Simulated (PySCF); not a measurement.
PySCF single point, B3LYP/6-31G*, density fitting, vacuum, on disilylmethane, CH8Si2 (SMILES [SiH3]C[SiH3]), charge 0, multiplicity 1.

```python
from pyscf import gto, scf, dft
mol = gto.M(atom='''
Si    -1.606065    -0.409452     0.000412
C     -0.000123     0.603006     0.000373
Si     1.605930    -0.409339     0.000327
H     -2.759093     0.497678     0.011934
H     -1.668923    -1.242847    -1.202107
H     -1.658919    -1.260439     1.191012
H      0.000042     1.260439     0.870960
H     -0.000323     1.260322    -0.870328
H      1.659157    -1.259649    -1.190723
H      1.668005    -1.243832     1.202107
H      2.759093     0.497631    -0.009862
''', basis='6-31G*', charge=0, spin=0, verbose=3)
mf = dft.RKS(mol, xc='B3LYP')
mf = mf.density_fit()
mf.max_cycle = 100
e = mf.kernel()
print('converged', mf.converged)
print('E_total', e)
print('nao', mol.nao)
print('HOMO', mf.mo_energy[mf.mo_occ > 0].max())
mf.dip_moment()
```

It prints:

```
converged SCF energy = -621.899670035899
converged True
E_total -621.8996700358986
nao 66
HOMO -0.30581426585422244
Dipole moment(X, Y, Z, Debye):  0.00030,  0.67024, -0.00020
```

The total energy is -16922.75 eV.
